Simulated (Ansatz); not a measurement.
SnSe2:
```yaml
crystal:
  lattice:
    - [-2.84761, 2.84761, 5.62144]
    - [2.84761, -2.84761, 5.62144]
    - [2.84761, 2.84761, -5.62144]
  atoms:
    - { symbol: Sn, position: [0.50000, 0.50000, 0.00000] }
    - { symbol: Sn, position: [0.25000, 0.75000, 0.50000] }
    - { symbol: Se, position: [0.27150, 0.27150, 0.00000] }
    - { symbol: Se, position: [0.02150, 0.52150, 0.50000] }
    - { symbol: Se, position: [0.47850, 0.97850, 0.50000] }
    - { symbol: Se, position: [0.72850, 0.72850, 0.00000] }
```

Relaxed with PBE. Special points in fractions of this cell's reciprocal vectors: Γ (0.000, 0.000, 0.000); X (0.000, 0.000, 0.500); P (0.250, 0.250, 0.250); N (0.000, 0.500, 0.000); M (0.500, 0.500, -0.500); S (0.314, 0.686, -0.314); S0 (-0.314, 0.314, 0.314); R (-0.128, 0.128, 0.500); G (0.500, 0.500, -0.128).

Problem. List the band energies nearest the valence-band maximum at these points for DFT-PBE in the program Ansatz with PAW potentials.

Solution. In eV from the valence-band maximum; about four levels below and three above (degenerate sets whole), none deeper than 8.9 eV; points with the same levels are listed once.

| k | below | above |
|---|---|---|
| Γ | -0.75 -0.75 -0.19 -0.19 | 0.21 1.02 5.12 |
| X | -0.67 -0.67 -0.13 -0.13 | 1.62 1.62 2.34 2.34 |
| P | -1.15 -1.15 -0.01 -0.01 | 1.72 1.72 2.26 2.26 |
| N | -0.95 -0.77 -0.77 -0.76 | 1.22 1.37 2.56 |
| M | -0.81 -0.81 -0.41 -0.41 | 0.30 0.30 5.37 5.37 |
| S | -1.07 -1.07 -0.63 -0.52 -0.48 | 0.60 1.23 2.38 |
| R | -0.74 -0.74 -0.12 -0.12 | 1.44 1.44 2.24 2.24 |

Space group I4_1/amd (anatase). A made-up cell: these elements were put on the sites of a structure type; neither database checked (COD, Materials Project) lists it. COD files the formula under space group No. 164, 217, so this cell is another polymorph or a model. Whether it is the stable phase at ambient conditions was not checked. Symmetry was held in the PBE relaxation; whether a distortion lowers the energy is not shown. Spin–orbit coupling is left out wherever it is not named.

Potentials: the later of the program's two PAW sets.
